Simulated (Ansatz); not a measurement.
CdS (zinc blende)

```yaml
crystal:
  lattice:
    - [0.00000, 5.87780, 5.87780]
    - [2.93890, 2.93890, 5.87780]
    - [2.93890, 2.93890, 0.00000]
  atoms:
    - { symbol: S, position: [0.00000, 0.75000, 0.75000] }
    - { symbol: S, position: [0.50000, 0.75000, 0.75000] }
    - { symbol: Cd, position: [0.00000, 0.00000, 0.00000] }
    - { symbol: Cd, position: [0.50000, 0.00000, 0.00000] }
```

A phonon eigenvector at X = (0.5, 0.5, 0.0) is frozen into this cell: atom i moves by Q times the vector below, so Q is the largest atomic displacement, in Å. The cell is held. It is one choice among 2 degenerate patterns. (q is in reciprocal vectors of the primitive cell; the cell shown is doubled to hold the pattern.)

```json
[
 {"atom": "S1", "x": "-0.682", "y": "0.000", "z": "0.000"},
 {"atom": "S2", "x": "0.682", "y": "0.000", "z": "0.000"},
 {"atom": "Cd3", "x": "0.000", "y": "-1.000", "z": "0.000"},
 {"atom": "Cd4", "x": "0.000", "y": "1.000", "z": "0.000"}
]
```

All values below come from r2SCAN (plane waves to 500 eV, PAW, scalar-relativistic; Ansatz, an electronic-structure program). k mesh 10×10×10 (Γ-centred), Fermi-Dirac smearing 0.05 eV. CdS was relaxed with its symmetry unable to fall. 

```tsv
Q (Å)	−dE/dQ from forces (eV/Å)
-0.100	0.273
-0.083	0.227
-0.067	0.181
-0.050	0.136
-0.033	0.090
-0.017	0.045
0.000	0.000
0.017	-0.045
0.033	-0.090
0.050	-0.136
0.067	-0.181
0.083	-0.227
0.100	-0.273
```

Q: What harmonic wavenumber does the curvature at Q = 0 give?

A: 54 cm⁻¹. E″ = 2.71 eV/Å², M = Σ mᵢ|uᵢ|² = 254.6 u, ν̃ = 521.5·√(|E″|/M).

(For displaced atoms, the force is minus the slope of the energy, and its curvature is a force constant, which sets phonon frequencies.)
